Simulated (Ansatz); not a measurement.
A relaxed cell of In3Cu is given with its symmetry left out. The cell was found from a structure generator's guess, not taken from experiment.

These are results of Ansatz 0.2.0, DFT PBE, scalar-relativistic, plane waves, PAW, not measurements. Cutoff 420 eV, Γ-centred mesh, Gaussian smearing, no spin polarisation.

```
CELL_PARAMETERS angstrom
5.10357 0.00000 0.00000
0.00000 5.10357 0.00000
0.00000 0.00000 5.10357
ATOMIC_POSITIONS crystal
In 0.50000 0.00000 0.00000
In 0.00000 0.50000 0.00000
In 0.00000 0.00000 0.50000
Cu 0.00000 0.00000 0.00000
```

Formation energies are uncorrected and refer to the elements' standard structures at the same level.

(1) What space group does it have?

(2) What is its formation energy per atom?

(3) Is it a metal?

Results:

(1) Pm-3m (No. 221), the ReO3 type. Conventional cell: a = 5.104 Å. In is surrounded by 2 Cu at 2.55 Å; Cu has 6 In at 2.55 Å.

(2) +0.26 eV/atom. It can't be a ground state, since the elements alone are lower.

(3) Yes, bands cross the Fermi level on the 10×10×10 mesh.

The last run used a 10×10×10 mesh for its 4-atom cell and Gaussian smearing of 0.10 eV. Symmetry constrained the relaxation, so the result can be a saddle point. Another cell of In3Cu relaxed alike, in P6_3/mmc (a Materials Project cell), lies 107 meV/atom lower, so this cell isn't the stable form at this level.
